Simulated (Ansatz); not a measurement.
A geometry of GaPt away from equilibrium: the start of the relaxation of a relaxed GaPt cell displaced along its unstable phonon at q = (½, ½, 0) of its primitive reciprocal cell (88i cm⁻¹), largest move 0.15 Å. Level of theory: PBE (plane waves to 420 eV, PAW, scalar-relativistic; Ansatz, a quantum-chemistry and plane-wave program). Γ-centred k-mesh 11×11×11 on the run's cell (coarser than for final values), Fermi–Dirac smearing 0.05 eV.

```xyz
4
Lattice="0.0000 5.1680 5.1680 2.5840 2.5840 5.1680 2.5840 2.5840 0.0000" Properties=species:S:1:pos:R:3 pbc="T T T"
Ga     0.0000     0.0000    -0.1500
Ga     2.5840     5.1680     2.7340
Pt     2.5840     2.5840     2.4592
Pt     2.5840     5.1680     5.2928
```

Problem. Which atoms carry the largest force, and which way does it point?

Solution. 0.59 eV/Å, on Pt3, Pt4 (atoms numbered as listed); on Pt3 its components are (0.00, 0.00, -0.59).

Problem. What is the pressure?

Solution. -1.3 GPa, compression positive.

No spin polarisation in the result.

The run could not lose the symmetry of its start: the end is stationary, and may be a saddle point rather than a minimum.

The end of the path is a generated cell of GaPt: the first start was made by placing the elements on the sites of a structure type, and the end was not matched to a known phase here, so it may be hypothetical.
